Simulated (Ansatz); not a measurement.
IrPt (CsCl type, Pm-3m), plane-wave PAW r²SCAN (Ansatz code), all energies at zero smearing, with the estimated change up to a 700 eV cutoff added, with one set of potentials and settings (totals compare only within such a set). Cell of 2 atoms (1 Ir, 1 Pt): -24487.448 eV.

| element | reference phase | E (eV/atom) |
|---|---|---|
| Ir | Fm-3m, 1 atoms in the cell | -11950.0469 |
| Pt | Fm-3m, 1 atoms in the cell | -12538.2501 |

Formation energy per atom, worked out: (-24487.448 − 1×(-11950.0469) − 1×(-12538.2501))/2 = 0.425 eV/atom (41 kJ per mol of atoms), at 0 K, without zero-point energy or fitted corrections.

The start of the workflow was typed in or built on a structure type; neither database checked (COD, Materials Project) lists it. Its standing as an ambient phase is unchecked. The cell was relaxed with r²SCAN under the symmetry of its start. At this level the phase is mechanically unstable. The run is not spin-polarised. Its formation energy is positive at this level, so the cell may be metastable or incomplete. The references are the lowest solids computed at this level, not always the standard phases. Spin–orbit coupling is left out wherever it is not named.

Potentials: the earlier of the program's two PAW sets.
